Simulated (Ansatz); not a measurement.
HgTe (zinc blende, F-43m) at seven volumes, plane-wave PAW PBEsol (Ansatz code), scaled uniformly. One row is withheld.

```tsv
V (Å³/atom)	P (GPa)
31.375	?
32.409	3.06
33.444	1.39
34.478	0.00
35.512	-1.15
36.547	-2.11
37.581	-2.90
```

### Question
Fit the shown pressures and predict the withheld one.

### Answer
P = (3/2)B₀(x^(7/2) − x^(5/2))[1 + (3/4)(B′ − 4)(x − 1)] with x = (V₀/V)^(2/3). Least squares on the six rows gives V₀ = 34.479 Å³/atom, B₀ = 42.1 GPa, B′ = 5.19. At V = 31.375, x = 1.0649 and P = 5.08 GPa. The run itself gave 5.06 GPa.

Symmetry was held in the PBEsol relaxation. Spin–orbit coupling is left out wherever it is not named.

Potentials: the later of the program's two PAW sets.
